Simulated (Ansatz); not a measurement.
The calculation used Ansatz, DFT PBE, scalar-relativistic, plane waves, PAW. Settings: cutoff 420 eV, Γ-centred meshes spaced at most about 0.3 Å⁻¹, and about 0.25 Å⁻¹ or finer for metals (2π included), Gaussian smearing. No spin polarisation in the final relaxations.

All energies are static (0 K, no zero-point motion). All come from trial cells, and lower structures may exist.

Task: Order these relaxed structures of Mo4N by energy, lowest first, with the energy over the lowest of them.
A. Space group P-43m (No. 215), cubic, a = 4.209 Å. Mo is surrounded by 1 N at 1.92 Å, 3 Mo at 2.81 Å and 9 Mo at 2.98–3.14 Å; N has 4 Mo at 1.92 Å.
B. Space group Pm-3m (No. 221), cubic, a = 4.116 Å. Mo on a site of symmetry 4/mmm is surrounded by 2 N at 2.06 Å and 12 Mo at 2.91 Å; Mo on a site of symmetry m-3m is surrounded by 12 Mo at 2.91 Å; around N lie 6 Mo at 2.06 Å.

Result: B (0 meV/atom), A (397 meV/atom). Forms: B Pm-3m; A P-43m. Counting Mo atoms around N (those within 1.25 times the shortest such distance or 1.15 times the sum of covalent radii): B has N 6; A has N 4.

Cells relaxed within their symmetry can be saddle points. Some candidate types were left out of the draw beforehand, so a known form may be missing.
